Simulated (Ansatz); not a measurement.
ZrB₂:
```xyz
3
Lattice="-1.7423 1.7423 3.1534 1.7423 -1.7423 3.1534 1.7423 1.7423 -3.1534" Properties=species:S:1:pos:R:3 pbc="T T T"
Zr     0.0000     0.0000     0.0000
B      0.0000     0.0000     2.3802
B      0.0000     0.0000     3.9266
```

Relaxed with r²SCAN. Special points in fractions of this cell's reciprocal vectors: Γ (0.000, 0.000, 0.000); X (0.000, 0.000, 0.500); P (0.250, 0.250, 0.250); N (0.000, 0.500, 0.000); M (0.500, 0.500, -0.500); S (0.326, 0.674, -0.326); S0 (-0.326, 0.326, 0.326); R (-0.153, 0.153, 0.500); G (0.500, 0.500, -0.153).

Problem. List the band energies nearest the Fermi level at these points for DFT-r²SCAN in the program Ansatz with PAW potentials.

Solution. In eV from the Fermi level; about four levels below and three above (degenerate sets whole), none deeper than 8.9 eV; points with the same levels are listed once.

| k | below | above |
|---|---|---|
| Γ | -4.24 -0.26 -0.26 | 0.11 0.48 1.14 1.14 |
| X | -3.06 -2.00 -1.99 -0.49 | 2.28 5.01 5.58 |
| P | -3.81 -3.27 -3.27 | 0.55 0.91 0.91 |
| N | -6.18 -3.17 -2.57 -1.13 | 2.71 3.15 4.52 |
| M | -5.75 -0.89 -0.65 -0.65 | 0.23 3.19 3.68 3.68 |
| S | -5.20 -4.32 -2.28 -1.00 | 3.00 3.26 4.00 |
| R | -4.45 -3.19 -2.35 -1.41 | 0.35 2.55 4.40 |

Space group I4/mmm (MoSi2 or CaC2 type). The cell is a constructed one: a structure type filled with these elements; neither database checked (COD, Materials Project) lists it. It is not the phase usual at ambient conditions (space group No. 191). The cell was relaxed with r²SCAN under the symmetry of its start; whether a distortion lowers the energy is not shown. No spin polarisation was allowed. Scalar-relativistic: spin–orbit coupling is off unless named, which matters more the heavier the elements.

Potentials: the later of the program's two PAW sets.
